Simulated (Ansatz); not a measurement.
Given:

GePt:
```
GePt
1.0
    5.77469     0.00000     0.00000
    0.00000     3.72010     0.00000
    0.00000     0.00000     6.11012
Pt Ge
4 4
Direct
  0.49725   0.25000   0.69324
  0.99725   0.25000   0.80676
  0.50275   0.75000   0.30676
  0.00275   0.75000   0.19324
  0.68657   0.25000   0.08754
  0.18657   0.25000   0.41246
  0.31343   0.75000   0.91246
  0.81343   0.75000   0.58754
```

This is the r²SCAN-relaxed structure.

**Question.** All from r²SCAN (plane waves, PAW; program Ansatz), unless another level is named. Predict the electronic character.

**Answer.** metallic (no gap).

**Question.** What about the density of states at the Fermi level?

**Answer.** 0.23 states/eV per atom (mean over ±0.08 eV).

**Question.** Give the formation energy from the elements (no fitted shifts).

**Answer.** -0.47 eV/atom.

**Question.** Give the gap with spin–orbit coupling.

**Answer.** none (metallic).

Space group Pnma. Symmetry was held in the r²SCAN relaxation. The run is not spin-polarised. The references are the lowest solids computed at this level, not always the standard phases. Spin–orbit coupling is left out wherever it is not named.

Potentials: the later of the program's two PAW sets.
